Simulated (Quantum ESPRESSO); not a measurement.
# Ge6NB: a curve over one atom's position

Simulated, not a measurement. The program is pw.x of Quantum ESPRESSO 7.5 (plane-wave density functional theory). The cell is made up: 8 atoms on a zincblende/diamond lattice, with randomly drawn elements, strain and displacements, not relaxed. PseudoDojo standard norm-conserving files (v0.5 for PBE, v0.4.1 for LDA and PBEsol) set the functional; there is no spin polarisation, spin-orbit coupling or dispersion term, and the masses in the input are unused placeholders.

Seven runs move atom 2 (Ge, counted in the order of the input) along y and keep all else fixed.

Input of the run at +0.0039:

```
&control calculation='scf', pseudo_dir='./dojo.nc.sr.pbe.v0_5.standard.upf', outdir='./o', disk_io='low', tprnfor=.true., tstress=.true. /
&system ibrav=0, nat=8, ntyp=3, nbnd=56, ecutwfc=84.00895049, nosym=.true., tot_charge=0,
 occupations='smearing', smearing='fd', degauss=0.0073498644
/
&electrons conv_thr=7.350e-09, electron_maxstep=60, /
ATOMIC_SPECIES
B 1.0 B.upf
Ge 1.0 Ge.upf
N 1.0 N.upf
CELL_PARAMETERS angstrom
5.6724 -0.0209 -0.0037
-0.0209 5.5846 0.0253
-0.0037 0.0253 5.5411
ATOMIC_POSITIONS angstrom
Ge -0.0483 -0.0086 -0.0306
Ge -0.0154 2.8338 2.7602
Ge 2.8257 0.0311 2.7703
Ge 2.8898 2.796 0.0002
N 1.3669 1.5015 1.3718
Ge 1.4053 4.2308 4.175
Ge 4.2653 1.3823 4.1477
B 4.2327 4.1945 1.4121
K_POINTS automatic
6 6 6 1 1 1
```

```
shift of atom 2 along y (Å)  free energy less that of the input shown (eV)  Fx on atom 2 (eV/Å)  Fy on atom 2 (eV/Å)  Fz on atom 2 (eV/Å)  pressure (GPa)  iterations
                    -0.1359                                         0.1258                0.654                1.426               -2.633           -7.17          11
                    -0.1108                                         0.0923                0.499                1.240               -2.579           -7.24          11
                    -0.0457                                         0.0276                0.103                0.747               -2.462           -7.36          11
                    +0.0039                                         0.0000               -0.190                0.364               -2.393           -7.41          11
                    +0.0449                                        -0.0084               -0.427                0.046               -2.350           -7.42          11
                    +0.1074                                         0.0038               -0.781               -0.437               -2.310           -7.39          11
```

Question: one run is left out of the table, at +0.0293. Estimate its Fy on atom 2 (eV/Å).

Answer: 0.167. The whole row:

```
shift of atom 2 along y (Å)  free energy less that of the input shown (eV)  Fx on atom 2 (eV/Å)  Fy on atom 2 (eV/Å)  Fz on atom 2 (eV/Å)  pressure (GPa)  iterations
                    +0.0293                                        -0.0067               -0.337                0.167               -2.365           -7.42          11
```

A cubic fit gives dFy/dy = -7.74 eV/Å² at zero shift. Across the table the free energy follows the integral of the force to within 0.1 meV. A rerun of one of the cells at 1437 eV and a 8 x 8 x 8 mesh moved values by no more than 0.005 eV in energy, 0.02 GPa in stress and 0.005 eV/Å in force.